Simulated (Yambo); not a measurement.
A G0W0@PBEsol run in Yambo for Rb$_{2}$Te (anti-fluorite, space group Fm-3m, No. 225) under isotropic strain of -0.7 % on all lattice vectors (2×2×2 Γ-centred k mesh, 277 bands and a 8 Ry block in the screening, 277 bands in G with the Bruneval-Gonze terminator, plasmon pole fitted at 27.2 eV) gives these matrix elements, in eV, at the band edges (X → Γ):

```
state               E0    <Vxc>     <Σx>  <Σc(E0)>      Z
---------------  -----  -------  -------  --------  -----
valence edge     0.000  -10.964  -14.128     1.218  0.804
conduction edge  1.933   -6.169   -2.916    -3.036  0.843
```

Solve the linearised quasiparticle equation for both states, give the gap, and say how exchange and correlation each act on it.

E = E0 + Z(Σx + Σc − Vxc). Valence: 0.000 + 0.804 × (-14.128 + (1.218) − (-10.964)) = -1.57 eV. Conduction: 1.933 + 0.843 × (-2.916 + (-3.036) − (-6.169)) = 2.12 eV. The gap is 3.68 eV, against 1.93 eV in PBEsol. Replacing Vxc by bare exchange alone would open it by 6.42 eV; correlation takes back 4.25 eV of that, and Z scales what is left. Convergence of the G0W0 settings was not tested. The k mesh is coarse. Without spin-orbit coupling, band edges of such heavy elements can be off by tenths of an eV.

The standard potential for Te keeps a d shell in the valence without the s and p states of that shell. In tests on such compounds this moved G0W0 gaps by up to about 0.9 eV, so absolute quasiparticle energies here are unreliable; differences between settings are what counts.

Geometry strained from the cell relaxed with PBEsol, atoms relaxed again; primitive cell a = b = c = 5.9189 Å, α = β = γ = 60.00°.

The structure is a Materials Project entry; no match was found in the copy of COD used, and its stability was not checked.
